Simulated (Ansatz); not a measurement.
Method: Ansatz, DFT PBE, scalar-relativistic, plane waves, PAW. All cells share a 420 eV cutoff and Γ-centred k meshes spaced at most about 0.3 Å⁻¹ (about 0.25 or finer for metals, 2π included). No spin polarisation in the final relaxations.

All energies are static (0 K, no zero-point motion). All come from trial cells, and lower structures may exist.

Question: Order these relaxed structures of Li7B by energy, lowest first, with the energy over the lowest of them.
1.

```
CELL_PARAMETERS angstrom
0.00000 5.00587 5.00587
5.00587 0.00000 5.00587
5.00587 5.00587 0.00000
ATOMIC_POSITIONS crystal
Li 0.71528 0.28472 0.28472
Li 0.28472 0.71528 0.71528
Li 0.28472 0.71528 0.28472
Li 0.71528 0.28472 0.71528
Li 0.28472 0.28472 0.71528
Li 0.71528 0.71528 0.28472
Li 0.00000 0.00000 0.00000
B 0.50000 0.50000 0.50000
```

2.

```
CELL_PARAMETERS angstrom
-3.10676 3.10676 3.10676
3.10676 -3.10676 3.10676
3.10676 3.10676 -3.10676
ATOMIC_POSITIONS crystal
Li 0.50000 0.50000 0.50000
Li 0.00000 0.00000 0.50000
Li 0.00000 0.50000 0.00000
Li 0.50000 0.00000 0.00000
Li 0.00000 0.50000 0.50000
Li 0.50000 0.00000 0.50000
Li 0.50000 0.50000 0.00000
B 0.00000 0.00000 0.00000
```

Answer: 2 (0 meV/atom), 1 (221 meV/atom). Forms: 2 Im-3m; 1 Fm-3m. Counting Li atoms around B (those within 1.25 times the shortest such distance or 1.15 times the sum of covalent radii; a plus sign parts nearer from farther groups; the shortest distance is added where it is long for a bond): cell 2 has B 8+6 from 2.7 Å; cell 1 has B 6. Even the lowest lies +0.30 eV/atom against the elements.

Cells relaxed within their symmetry can be saddle points. Some structure types and database cells were kept out of the candidates from the start, so a known form may be missing.
